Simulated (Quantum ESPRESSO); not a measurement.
Band energies of AlP at -1 % biaxial strain

```
AlP
1.0
    3.82261     0.00000     0.00000
   -1.91130     3.31048     0.00000
    0.00000     0.00000     6.36782
Al P
2 2
Direct
  0.33333   0.66667   0.00129
  0.66667   0.33333   0.50129
  0.33333   0.66667   0.37371
  0.66667   0.33333   0.87371
```

norm-conserving PBEsol (Quantum ESPRESSO, 44 Ry, without SOC); path ΓMKΓALHA,LM,KH; energies in eV from the valence-band maximum.

```
k (1/Å)  point  band 4  band 5  band 6  band 7  band 8  band 9  band 10  band 11
-------  -----  ------  ------  ------  ------  ------  ------  -------  -------
0.00         Γ   -0.91   -0.91   -0.25    0.00    0.00    2.48     3.15     4.22
0.32             -2.48   -1.47   -1.35   -0.48   -0.24    3.02     3.81     4.60
0.63             -4.05   -3.51   -1.97   -1.34   -0.70    2.19     3.61     4.06
0.95         M   -4.64   -3.67   -2.22   -2.18   -0.90    1.84     3.19     3.85
1.06             -4.63   -3.65   -2.43   -2.19   -1.10    2.17     3.11     4.00
1.39             -4.60   -4.09   -2.98   -2.49   -2.46    2.06     5.26     5.67
1.50         K   -4.74   -4.26   -2.73   -2.73   -2.59    1.96     5.99     5.99
1.83             -4.12   -3.66   -3.20   -1.87   -1.68    2.71     4.61     5.07
2.15             -3.09   -2.44   -1.68   -0.70   -0.69    3.72     3.84     4.18
2.59         Γ   -0.91   -0.91   -0.25    0.00    0.00    2.48     3.15     4.22
2.96             -2.50   -0.66   -0.66   -0.32   -0.32    2.94     3.64     4.48
3.09         A   -3.47   -0.50   -0.50   -0.50   -0.50    3.27     3.27     4.72
3.40             -3.54   -1.69   -1.69   -0.87   -0.87    3.48     3.48     4.92
3.72             -4.72   -2.06   -2.06   -1.44   -1.44    2.50     2.50     3.94
4.04         L   -5.61   -1.80   -1.80   -1.67   -1.67    2.13     2.13     3.13
4.14             -5.59   -2.07   -2.07   -1.59   -1.59    2.29     2.29     3.29
4.47             -5.38   -3.48   -3.48   -1.39   -1.39    2.88     2.88     4.57
4.58         H   -5.36   -3.61   -3.61   -1.37   -1.37    2.92     2.92     4.46
4.86             -5.13   -3.02   -3.02   -1.57   -1.57    3.02     3.02     4.87
5.13             -4.19   -2.09   -2.09   -1.75   -1.75    3.53     3.53     4.92
5.50             -3.47   -1.03   -1.03   -0.66   -0.66    3.72     3.72     4.44
5.68         A   -3.47   -0.50   -0.50   -0.50   -0.50    3.27     3.27     4.72
5.68         L   -5.61   -1.80   -1.80   -1.67   -1.67    2.13     2.13     3.13
6.07             -4.73   -3.54   -2.19   -2.07   -0.95    1.87     2.85     4.04
6.17         M   -4.64   -3.67   -2.22   -2.18   -0.90    1.84     3.19     3.85
6.17         K   -4.74   -4.26   -2.73   -2.73   -2.59    1.96     5.99     5.99
6.27             -4.82   -4.24   -2.66   -2.60   -2.60    2.09     5.32     5.32
6.67         H   -5.36   -3.61   -3.61   -1.37   -1.37    2.92     2.92     4.46
```

The PBEsol gap is indirect, 1.84 eV, from Γ to M; the smallest direct gap is 2.48 eV.

Geometry strained from the cell relaxed with PBEsol, atoms relaxed again.

This is not the ordinary phase of the substance; no match was found in the copy of COD used, and its stability was not checked.
